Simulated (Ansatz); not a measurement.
A geometry of CeO$_{2}$ away from equilibrium: the start of the relaxation of a relaxed CeO2 cell, doubled along one cell vector, shaken by Gaussian noise of σ = 0.08 Å a coordinate. Method: PBE (plane waves to 420 eV, PAW, scalar-relativistic; Ansatz, a program for electronic structure). Γ-centred k-mesh 6×3×6 on the run's cell (coarser than for final values), Fermi–Dirac smearing 0.05 eV.

```xyz
6
Lattice="0.0000 2.7323 2.7323 5.4646 0.0000 5.4646 2.7323 2.7323 0.0000" Properties=species:S:1:pos:R:3 pbc="T T T"
Ce    -0.0091     0.0903     0.0203
Ce     2.7720     0.0203     2.7737
O      1.2877     1.3706     1.2353
O      3.9344     1.3670     4.3159
O      4.0309     4.1123     4.0437
O      6.8601     4.0425     6.8949
```

Q: Give the Cartesian forces on all atoms (eV/Å).

A: 
```tsv
atom	Fx	Fy	Fz
Ce1	0.16	-1.34	0.29
Ce2	-1.18	0.58	-0.31
O3	0.68	0.15	1.24
O4	0.75	0.04	-1.49
O5	0.36	-0.44	0.89
O6	-0.76	1.00	-0.63
```

Q: What is the pressure?

A: +3.1 GPa, compression positive.

Q: How much energy per atom can still be gained by relaxing?

A: 0.09 eV/atom; the path ends in Fm-3m (No. 225) (fluorite type).

No spin polarisation in the result. The d or f electrons are treated with no Hubbard U. The 4f state was not searched, so a lower electronic state may exist.
